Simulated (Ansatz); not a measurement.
Si:
```cif
data_Si4
_chemical_formula_sum 'Si4'
_space_group_name_H-M_alt 'P 1'
_space_group_IT_number 1
_cell_length_a 5.08272
_cell_length_b 5.08272
_cell_length_c 5.08272
_cell_angle_alpha 98.226
_cell_angle_beta 98.226
_cell_angle_gamma 135.548
loop_
_space_group_symop_operation_xyz
  'x, y, z'
loop_
_atom_site_label
_atom_site_type_symbol
_atom_site_fract_x
_atom_site_fract_y
_atom_site_fract_z
_atom_site_occupancy
Si1 Si 0.17878 0.17878 0.35757 1
Si2 Si 0.82122 0.82122 0.64243 1
Si3 Si 0.17878 0.82122 0.00000 1
Si4 Si 0.82122 0.17878 0.00000 1
```

Relaxed with r²SCAN.

Q: Which orbitals make up the states near the band edges in r²SCAN (plane waves, PAW; program Ansatz)?

A: Top 1 eV of the valence band: Si 3p 96 %. Bottom 1 eV of the conduction band: Si 3p 57 %, Si 3s 30 %, outside the projected shells 14 %. Projections are on Löwdin-orthogonalised atomic valence shells; empty p or d shells of many metals are not among them.

Q: Tabulate the density of states.

A: States/eV per cell of 4 atoms, in 0.25 eV bins, energy from the valence-band maximum.

| E (eV) | total | Si 3p | Si 3s |
|---|---|---|---|
| -7.85 | 1.24 | 0.55 | 0.68 |
| -7.60 | 0.90 | 0.42 | 0.47 |
| -7.35 | 0.72 | 0.36 | 0.35 |
| -7.10 | 0.69 | 0.37 | 0.32 |
| -6.85 | 0.77 | 0.44 | 0.33 |
| -6.60 | 1.00 | 0.57 | 0.42 |
| -6.35 | 1.30 | 0.74 | 0.54 |
| -6.10 | 1.04 | 0.61 | 0.42 |
| -5.85 | 0.93 | 0.56 | 0.36 |
| -5.60 | 0.82 | 0.52 | 0.28 |
| -5.35 | 0.86 | 0.60 | 0.25 |
| -5.10 | 1.11 | 0.84 | 0.25 |
| -4.85 | 1.32 | 1.08 | 0.22 |
| -4.60 | 1.58 | 1.36 | 0.21 |
| -4.35 | 1.69 | 1.48 | 0.19 |
| -4.10 | 1.63 | 1.43 | 0.18 |
| -3.85 | 1.61 | 1.45 | 0.15 |
| -3.60 | 1.56 | 1.42 | 0.12 |
| -3.35 | 2.60 | 2.38 | 0.19 |
| -3.10 | 3.04 | 2.83 | 0.18 |
| -2.85 | 2.19 | 2.04 | 0.12 |
| -2.60 | 2.35 | 2.19 | 0.13 |
| -2.35 | 2.81 | 2.63 | 0.14 |
| -2.10 | 2.40 | 2.26 | 0.10 |
| -1.85 | 3.04 | 2.86 | 0.12 |
| -1.60 | 2.50 | 2.38 | 0.08 |
| -1.35 | 1.59 | 1.52 | 0.05 |
| -1.10 | 1.11 | 1.06 | 0.03 |
| -0.85 | 0.78 | 0.75 | 0.02 |
| -0.60 | 0.50 | 0.48 | 0.01 |
| -0.35 | 0.29 | 0.27 | 0.00 |
| -0.10 | 0.08 | 0.08 | 0.00 |
| 0.15 | 0.00 | 0.00 | 0.00 |
| 0.40 | 0.02 | 0.01 | 0.00 |
| 0.65 | 0.21 | 0.12 | 0.06 |
| 0.90 | 0.62 | 0.34 | 0.19 |
| 1.15 | 1.84 | 1.05 | 0.55 |
| 1.40 | 1.64 | 0.94 | 0.48 |
| 1.65 | 1.63 | 0.94 | 0.46 |
| 1.90 | 2.12 | 1.30 | 0.48 |
| 2.15 | 2.53 | 1.59 | 0.50 |
| 2.40 | 2.51 | 1.60 | 0.47 |
| 2.65 | 2.88 | 1.88 | 0.50 |
| 2.90 | 2.73 | 1.81 | 0.43 |
| 3.15 | 2.77 | 1.85 | 0.39 |
| 3.40 | 2.30 | 1.56 | 0.29 |
| 3.65 | 2.20 | 1.44 | 0.28 |
| 3.90 | 2.78 | 1.66 | 0.46 |
| 4.15 | 2.65 | 1.50 | 0.43 |
| 4.40 | 2.76 | 1.49 | 0.37 |
| 4.65 | 3.01 | 1.53 | 0.36 |
| 4.90 | 2.05 | 0.96 | 0.23 |
| 5.15 | 2.17 | 1.00 | 0.24 |

Space group I4/mmm. The first step of the workflow began from a Materials Project structure, measured or hypothetical; the Crystallography Open Database copy checked does not list it. It is not the phase usual at ambient conditions (space group No. 227). The cell was relaxed with r²SCAN under the symmetry of its start; phonons on a q-mesh show no instability.

Potentials: the later of the program's two PAW sets.
